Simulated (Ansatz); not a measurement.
Data:

AlBi$_{2}$Se$_{3}$:
```yaml
crystal:
  lattice:
    - [3.69467, 0.00000, 0.00000]
    - [-1.84734, 3.19968, 0.00000]
    - [0.00000, 0.00000, 12.08506]
  atoms:
    - { symbol: Se, position: [0.33333, 0.66667, 0.61810] }
    - { symbol: Bi, position: [0.66667, 0.33333, 0.82660] }
    - { symbol: Se, position: [0.00000, 0.00000, 0.00000] }
    - { symbol: Bi, position: [0.33333, 0.66667, 0.17340] }
    - { symbol: Se, position: [0.66667, 0.33333, 0.38190] }
    - { symbol: Al, position: [0.00000, 0.00000, 0.50000] }
```

This is the PBE+D3(BJ)-relaxed structure.

Problem. All from PBE+D3(BJ) in the plane-wave PAW code Ansatz, unless another level is named. Predict the highest zone-centre frequency.

Solution. 330 cm^-1.

Problem. Predict the bulk modulus (Birch–Murnaghan fit).

Solution. 635 kbar.

Space group P-3m1. A made-up cell: these elements were put on the sites of a structure type; neither database checked (COD, Materials Project) lists it. Its standing as an ambient phase is unchecked. The PBE+D3(BJ) relaxation kept the symmetry of its start; of distortions, only those at the zone centre were tested, and some modes there are weakly imaginary. As this level gives no gap, phonon frequencies hold no LO–TO term and depend on the k-mesh and smearing (Fermi–Dirac, 0.1 eV here). Spin–orbit coupling is left out wherever it is not named.

Potentials: the later of the program's two PAW sets.
